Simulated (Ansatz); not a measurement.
Input:

MgO:
```cif
data_Mg4O4
_chemical_formula_sum 'Mg4 O4'
_space_group_name_H-M_alt 'Fm-3m'
_space_group_IT_number 225
_space_group_name_Hall '-F 4 2 3'
_cell_length_a 4.21421
_cell_length_b 4.21421
_cell_length_c 4.21421
_cell_angle_alpha 90.000
_cell_angle_beta 90.000
_cell_angle_gamma 90.000
loop_
_atom_site_label
_atom_site_type_symbol
_atom_site_symmetry_multiplicity
_atom_site_Wyckoff_symbol
_atom_site_fract_x
_atom_site_fract_y
_atom_site_fract_z
_atom_site_occupancy
Mg1 Mg 4 b 0.50000 0.50000 0.50000 1
O1 O 4 a 0.00000 0.00000 0.00000 1
```
(The calculation used a cell of 2 atoms; values per cell refer to that cell.)

This is the PBEsol-relaxed structure.

Task: All from plane-wave PAW PBEsol (Ansatz code), unless another level is named. Give the formation energy from the elements (no fitted shifts).

Result: -2.74 eV/atom.

Task: And the hole effective mass, band 1 of 3 at the edge?

Result: 2.1 along [100], 5.7 along [110], 3.6 along [111] (mₑ).

Task: Give the electron effective mass.

Result: 0.34 mₑ (isotropic).

Task: And the weight of the valence-edge state by species (Voronoi cells)?

Result: O 94 %, Mg 6 %.

Task: And the valence-band maximum?

Result: at Γ.

Symmetry was held in the PBEsol relaxation; phonons on a q-mesh show no instability. The volume moved by -33 % from the start of the relaxation. The references are the lowest solids computed at this level, not always the standard phases (solids in place of the gases).

Potentials: the later of the program's two PAW sets.

Edges and masses are those of Kohn–Sham bands, whose gap is no quasiparticle gap.
